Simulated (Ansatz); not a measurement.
AgI:
```
AgI
1.0
    0.00000     3.31405     3.31405
    3.31405     0.00000     3.31405
    3.31405     3.31405     0.00000
Ag I
1 1
Direct
  0.00000   0.00000   0.00000
  0.25000   0.25000   0.25000
```

Relaxed with PBE. Special points in fractions of this cell's reciprocal vectors: Γ (0.000, 0.000, 0.000); X (0.500, 0.000, 0.500); U (0.625, 0.250, 0.625); K (0.375, 0.375, 0.750); L (0.500, 0.500, 0.500); W (0.500, 0.250, 0.750).

Problem. List the band energies nearest the valence-band maximum at these points for PBE in the plane-wave PAW code Ansatz.

Solution. In eV from the valence-band maximum; about four levels below and three above (degenerate sets whole), none deeper than 8.9 eV; points with the same levels are listed once.

```tsv
k	below	above
Γ	-2.82 -2.82 0.00 0.00 0.00	1.34 5.87 5.87 5.87
X	-2.71 -2.38 -1.59 -1.59	3.79 3.86 8.31
U	-2.78 -2.58 -1.79 -1.26	3.98 5.00 7.64
L	-2.79 -2.79 -2.69 -0.64 -0.64	2.79 6.33 6.33
W	-2.61 -2.55 -1.89 -1.47	4.61 5.31 6.41
```

Space group F-43m (zinc blende). Symmetry was held in the PBE relaxation. No spin polarisation was allowed. Spin–orbit coupling is left out wherever it is not named.

Potentials: the later of the program's two PAW sets.
